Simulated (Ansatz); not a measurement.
A distorted cell of SnAu (NiAs type):

```yaml
crystal:
  lattice:
    - [4.17204, 0.00000, 0.00000]
    - [-2.08602, 3.61309, 0.00000]
    - [0.00000, 0.00000, 5.99229]
  atoms:
    - { symbol: Sn, position: [0.66667, 0.33333, 0.75000] }
    - { symbol: Sn, position: [0.33333, 0.66667, 0.25000] }
    - { symbol: Au, position: [0.00000, 0.00000, 0.50000] }
    - { symbol: Au, position: [0.00000, 0.00000, 0.00000] }
```

Method: PBEsol (plane waves to 420 eV, PAW, scalar-relativistic; Ansatz, a first-principles code). k mesh 12×12×9 (Γ-centred), Fermi-Dirac smearing 0.05 eV. Energies are smeared free energies. Stress and pressure are positive under compression. With partly filled bands, the response to shear is sensitive to the k mesh, so small differences along c/a are uncertain. SnAu was relaxed with its symmetry unable to fall. Spin-orbit coupling is left out, though Au is heavy.

Question: What is the stress tensor (GPa)?

Answer: 
```
    1.7      0.0      0.0
    0.0      1.7      0.0
    0.0      0.0     -3.2
```
The pressure, a third of the trace, is 0.1 GPa.

Question: It is the relaxed cell deformed to V/V₀ = 1.000, (c/a)/(c/a)₀ = 1.120, c along z, fractional positions held. What is its energy relative to the relaxed cell?

Answer: 37 meV/atom.

(A scan under strain: stresses follow from slopes of the energy per volume, elastic moduli from its curvatures.)
